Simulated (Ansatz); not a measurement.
Y$_{2}$C:
Space group R-3m, hexagonal axes (No. 166); a = 3.6167 Å, b = 3.6167 Å, c = 18.3998 Å, α = 90.00°, β = 90.00°, γ = 120.00°

| atom | site | symmetry | x | y | z |
|---|---|---|---|---|---|
| C | 3a | -3m | 0.0000 | 0.0000 | 0.0000 |
| Y | 6c | 3m | 0.0000 | 0.0000 | 0.2601 |
(The calculation used a cell of 3 atoms; values per cell refer to that cell.)

Relaxed at zero pressure with the program Ansatz at the r²SCAN level (PAW).

Problem. The volume is lowered by 6 % and shape and atoms relax at that volume. What pressure results, and how do the axes share the change?

Solution. 4.5 GPa; a -1.7 %, b -1.7 %, c -2.7 %; the energy rises by 19 meV/atom.

Problem. Give the new structure.

Solution. 
Space group R-3m, hexagonal axes (No. 166); a = 3.5544 Å, b = 3.5544 Å, c = 17.9076 Å, α = 90.00°, β = 90.00°, γ = 120.00°

| atom | site | symmetry | x | y | z |
|---|---|---|---|---|---|
| C | 3a | -3m | 0.0000 | 0.0000 | 0.0000 |
| Y | 6c | 3m | 0.0000 | 0.0000 | 0.2583 |

The phase is kept; no other phase was compared at this pressure.

The workflow started from an entry of the Crystallography Open Database (COD). Whether it is the stable phase at ambient conditions was not checked. The cell was relaxed with r²SCAN under the symmetry of its start; whether a distortion lowers the energy is not shown. The run is not spin-polarised.

Potentials: the later of the program's two PAW sets.
